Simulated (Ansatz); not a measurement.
BiRh:
Space group P6₃/mmc (No. 194); a = 4.0786 Å, b = 4.0786 Å, c = 5.5950 Å, α = 90.00°, β = 90.00°, γ = 120.00°

```json
[
 {"atom": "Bi", "site": "2c", "symmetry": "-6m2", "x": "0.3333", "y": "0.6667", "z": "0.2500"},
 {"atom": "Rh", "site": "2a", "symmetry": "-3m.", "x": "0.0000", "y": "0.0000", "z": "0.0000"}
]
```

Relaxed with LDA.

### Question
Which orbitals make up the states near the Fermi level in DFT-LDA in the program Ansatz with PAW potentials?

### Answer
Within 0.5 eV of the Fermi level: Rh 4d 55 %, Bi 6p 34 %, Bi 6s 6 %. Projections are on Löwdin-orthogonalised atomic valence shells; empty p or d shells of many metals are not among them.

### Question
Tabulate the density of states.

### Answer
States/eV per cell of 4 atoms, in 0.25 eV bins, energy from the Fermi level.

```csv
E (eV),total,Rh 4d,Bi 6p,Rh 5s
-7.85,0.00,0.00,0.00,0.00
-7.60,0.00,0.00,0.00,0.00
-7.35,0.00,0.00,0.00,0.00
-7.10,0.00,0.00,0.00,0.00
-6.85,0.00,0.00,0.00,0.00
-6.60,0.00,0.00,0.00,0.00
-6.35,0.00,0.00,0.00,0.00
-6.10,0.09,0.03,0.05,0.02
-5.85,1.09,0.26,0.61,0.18
-5.60,1.77,0.41,1.04,0.26
-5.35,2.82,0.72,1.72,0.28
-5.10,3.54,1.08,2.10,0.24
-4.85,2.48,1.01,1.29,0.11
-4.60,2.62,1.32,1.12,0.11
-4.35,3.49,2.12,1.21,0.10
-4.10,3.76,2.34,1.22,0.12
-3.85,5.49,3.68,1.55,0.17
-3.60,3.78,2.67,0.97,0.08
-3.35,5.47,3.89,1.42,0.04
-3.10,5.31,3.69,1.42,0.07
-2.85,5.40,3.54,1.60,0.09
-2.60,4.32,2.85,1.27,0.06
-2.35,4.66,3.52,0.95,0.06
-2.10,5.57,5.16,0.26,0.05
-1.85,8.76,8.05,0.37,0.20
-1.60,5.14,4.58,0.36,0.09
-1.35,4.61,4.02,0.39,0.08
-1.10,6.62,5.93,0.41,0.11
-0.85,2.57,1.98,0.40,0.07
-0.60,2.30,1.52,0.60,0.05
-0.35,2.22,1.34,0.68,0.05
-0.10,2.35,1.30,0.79,0.07
0.15,2.33,1.22,0.81,0.08
0.40,2.15,1.06,0.79,0.07
0.65,2.05,0.97,0.80,0.06
0.90,2.05,0.92,0.87,0.04
1.15,2.25,0.94,1.03,0.05
1.40,1.84,0.65,0.95,0.04
1.65,1.35,0.41,0.76,0.03
1.90,1.19,0.34,0.68,0.04
2.15,1.71,0.45,0.98,0.09
2.40,1.84,0.46,1.07,0.10
2.65,1.62,0.39,0.96,0.08
2.90,1.64,0.40,0.96,0.10
3.15,1.88,0.42,1.12,0.12
3.40,1.80,0.35,1.13,0.11
3.65,1.43,0.27,0.87,0.12
3.90,1.54,0.28,0.97,0.11
4.15,1.62,0.29,1.09,0.08
4.40,1.03,0.18,0.65,0.09
4.65,0.67,0.09,0.34,0.11
```

Space group P6_3/mmc (NiAs type). The first step of the workflow began from a Materials Project structure, measured or hypothetical; the Crystallography Open Database files this formula in space group No. 194, but the cells were not matched. Whether it is the stable phase at ambient conditions was not checked. The LDA relaxation kept the symmetry of its start; its stability against distortions is not shown here. No spin polarisation was allowed. Axis ratios of metals converge slowly with the k-mesh, so a and c are less sure than the volume. Scalar-relativistic: spin–orbit coupling is off unless named, which matters more the heavier the elements.

Potentials: the later of the program's two PAW sets.
